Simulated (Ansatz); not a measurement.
Values for one crystal, relaxed and computed with the program Ansatz at the r²SCAN level (PAW); other levels are named.

- Volume per atom: 19.19 Å³
- Electronic character: metallic (no gap)
- Formation energy from the elements (no fitted shifts): -0.72 eV/atom
- Density of states at the Fermi level: 0.39 states/eV per atom (mean over ±0.08 eV)

Task: Which of these materials gives this?
A. Ta5Ge3, I4/mcm (Ta on 16l, Ta on 4c, Ge on 8h, Ge on 4a)
B. LaGe, Cmcm (La on 4c, La on 4c, Ge on 8f)
C. Hf2Ge, I4/mcm (Hf on 8h, Ge on 4a)
D. NiGePd, P4/nmm (Ni on 2a, Ge on 2c, Pd on 2c)

Result: C, Hf2Ge, I4/mcm (Hf on 8h, Ge on 4a)

The first step of the workflow began from a Materials Project structure, measured or hypothetical; the Crystallography Open Database copy checked does not list it. Its standing as an ambient phase is unchecked. The cell was relaxed with r²SCAN under the symmetry of its start; whether a distortion lowers the energy is not shown. The run is not spin-polarised. The references are the lowest solids computed at this level, not always the standard phases. Scalar-relativistic: spin–orbit coupling is off unless named, which matters more the heavier the elements.

Potentials: the earlier of the program's two PAW sets.
